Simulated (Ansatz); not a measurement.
Starting cell, Ru (hcp, Mg type):

```xyz
2
Lattice="2.7046 0.0000 0.0000 -1.3523 2.3422 0.0000 0.0000 0.0000 4.2601" Properties=species:S:1:pos:R:3 pbc="T T T"
Ru     0.0000     1.5615     3.1951
Ru     1.3523     0.7807     1.0650
```

Scan: atom 1 (Ru, nearest neighbour Ru at 2.641 Å; its periodic images, 2.7 Å or more away, move with it) is displaced towards the nearest neighbour, direction (-0.512, -0.296, 0.807) in Cartesian axes, by s. The other atoms stay.

Method: r2SCAN (plane waves to 500 eV, PAW, scalar-relativistic; Ansatz, a program for electronic structure). k mesh 16×16×9 (Γ-centred), Fermi-Dirac smearing 0.05 eV. The energy includes the smearing's −TS. Compression counts positive. Left out: 1 of 11 points, with atoms too close for the PAW data. With partly filled bands, energies and forces of such displacements shift with the k mesh and the smearing. F∥ is the force on the atom along that direction. F⊥ is the part of the force across the line. Ru is run without spin polarisation. Ru was relaxed with its symmetry unable to fall. ΔE is measured from the undisplaced structure.

```json
[
 {"s (Å)": "-0.530", "ΔE (eV/cell)": "1.890", "|F⊥| (eV/Å)": "2.904", "F∥ (eV/Å)": "8.487", "P (GPa)": "42.0"},
 {"s (Å)": "-0.424", "ΔE (eV/cell)": "1.126", "|F⊥| (eV/Å)": "1.853", "F∥ (eV/Å)": "6.042", "P (GPa)": "26.4"},
 {"s (Å)": "-0.318", "ΔE (eV/cell)": "0.593", "|F⊥| (eV/Å)": "1.130", "F∥ (eV/Å)": "4.069", "P (GPa)": "14.6"},
 {"s (Å)": "-0.212", "ΔE (eV/cell)": "0.251", "|F⊥| (eV/Å)": "0.592", "F∥ (eV/Å)": "2.449", "P (GPa)": "6.4"},
 {"s (Å)": "-0.106", "ΔE (eV/cell)": "0.061", "|F⊥| (eV/Å)": "0.224", "F∥ (eV/Å)": "1.167", "P (GPa)": "1.5"},
 {"s (Å)": "0.000", "ΔE (eV/cell)": "0.000", "|F⊥| (eV/Å)": "0.000", "F∥ (eV/Å)": "0.000", "P (GPa)": "-0.1"},
 {"s (Å)": "0.106", "ΔE (eV/cell)": "0.061", "|F⊥| (eV/Å)": "0.247", "F∥ (eV/Å)": "-1.150", "P (GPa)": "1.5"},
 {"s (Å)": "0.212", "ΔE (eV/cell)": "0.248", "|F⊥| (eV/Å)": "0.662", "F∥ (eV/Å)": "-2.414", "P (GPa)": "6.4"},
 {"s (Å)": "0.318", "ΔE (eV/cell)": "0.587", "|F⊥| (eV/Å)": "1.226", "F∥ (eV/Å)": "-4.057", "P (GPa)": "14.9"},
 {"s (Å)": "0.424", "ΔE (eV/cell)": "1.123", "|F⊥| (eV/Å)": "1.906", "F∥ (eV/Å)": "-6.170", "P (GPa)": "27.2"}
]
```

Read from the data:

```
Property                                                                                                                                              Result
--------------------------------------------------------  --------------------------------------------------------------------------------------------------
Energy at s = 0.424 Å                                                                                                                          1123 meV/cell
Force along the line at s = -0.530 Å                                                                                                               8.49 eV/Å
Shape of the curve                                                                            a single well with its minimum at or next to zero displacement
Force constant k = d²E/ds² at s = 0 (finite differences)                                                                                          10.7 eV/Å²
Harmonic estimate at the end of the scan                  ½ks² = 966 meV/cell against the computed 1123 meV/cell, so the well is stiffer than harmonic there
```

The 11 points together took very roughly 3 core-minutes.

(For displaced atoms, the force is minus the slope of the energy, and its curvature is a force constant, which sets phonon frequencies.)
